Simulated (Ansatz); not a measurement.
Mg2Sn (antifluorite type, space group Fm-3m)

Space group Fm-3m (No. 225); a = 6.816 Å, b = 6.816 Å, c = 6.816 Å, α = 90.00°, β = 90.00°, γ = 90.00°

```
atom  site  symmetry       x       y       z
----  ----  --------  ------  ------  ------
Sn      4a      m-3m  0.0000  0.0000  0.0000
Mg      8c      -43m  0.2500  0.2500  0.2500
```
(The calculation used a cell of 3 atoms; values per cell refer to that cell.)

Grid over V/V₀ and (c/a)/(c/a)₀, subscript 0 meaning the relaxed cell; the conventional c axis lies along z; no internal relaxation.

These are PBE (plane waves to 420 eV, PAW, scalar-relativistic; Ansatz, an electronic-structure program) values and carry that method's errors. k mesh 12×12×12 (Γ-centred), Fermi-Dirac smearing 0.05 eV. Compression counts positive. With partly filled bands, the response to shear is sensitive to the k mesh, so small differences along c/a are uncertain. At this level the bands of Mg2Sn touch or barely overlap; measurements give the solid a gap. Mg2Sn was relaxed with its symmetry unable to fall. 

Q: What P (GPa) does the calculation give at all points of the grid V/V₀ = 0.960, 0.973, 0.987, 1.000, 1.013, 1.027, 1.040 by (c/a)/(c/a)₀ = 0.880, 0.920, 0.960, 1.000, 1.040, 1.080, 1.120?

A: P (GPa), with V/V₀ across and (c/a)/(c/a)₀ down:

```csv
(c/a)/(c/a)₀ \ V/V₀,0.960,0.973,0.987,1.000,1.013,1.027,1.040
0.880,2.0,1.3,0.7,0.2,-0.3,-0.8,-1.3
0.920,1.9,1.2,0.6,0.1,-0.4,-0.9,-1.4
0.960,1.8,1.2,0.6,0.0,-0.5,-1.0,-1.4
1.000,1.8,1.2,0.6,0.0,-0.5,-1.0,-1.5
1.040,1.8,1.2,0.6,0.0,-0.5,-1.0,-1.4
1.080,1.9,1.2,0.6,0.1,-0.4,-0.9,-1.4
1.120,1.9,1.3,0.7,0.1,-0.4,-0.9,-1.3
```

(A scan under strain: stresses follow from slopes of the energy per volume, elastic moduli from its curvatures.)
